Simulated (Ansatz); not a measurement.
AgW (rock salt, Fm-3m) at seven volumes, DFT-PBE in the program Ansatz with PAW potentials, scaled uniformly. One row is withheld.

```json
[
 {"V (Å³/atom)": "17.310", "P (GPa)": "18.15"},
 {"V (Å³/atom)": "17.880", "P (GPa)": "11.01"},
 {"V (Å³/atom)": "18.451", "P (GPa)": "5.02"},
 {"V (Å³/atom)": "19.022", "P (GPa)": "0.00"},
 {"V (Å³/atom)": "19.592", "P (GPa)": "-4.20"},
 {"V (Å³/atom)": "20.163", "P (GPa)": "-7.71"},
 {"V (Å³/atom)": "20.734", "P (GPa)": "?"}
]
```

### Question
Fit the shown pressures and predict the withheld one.

### Answer
P = (3/2)B₀(x^(7/2) − x^(5/2))[1 + (3/4)(B′ − 4)(x − 1)] with x = (V₀/V)^(2/3). Least squares on the six rows gives V₀ = 19.022 Å³/atom, B₀ = 153 GPa, B′ = 4.89. At V = 20.734, x = 0.9442 and P = -10.69 GPa. The run itself gave -10.63 GPa.

The start of the workflow was typed in or built on a structure type; neither database checked (COD, Materials Project) lists it. Its standing as an ambient phase is unchecked. Symmetry was held in the PBE relaxation; its stability against distortions is not shown here. No spin polarisation was allowed. The volume moved by 16 % from the start of the relaxation. Its formation energy is positive at this level, so the cell may be metastable or incomplete. Scalar-relativistic: spin–orbit coupling is off unless named, which matters more the heavier the elements.

Potentials: the earlier of the program's two PAW sets.
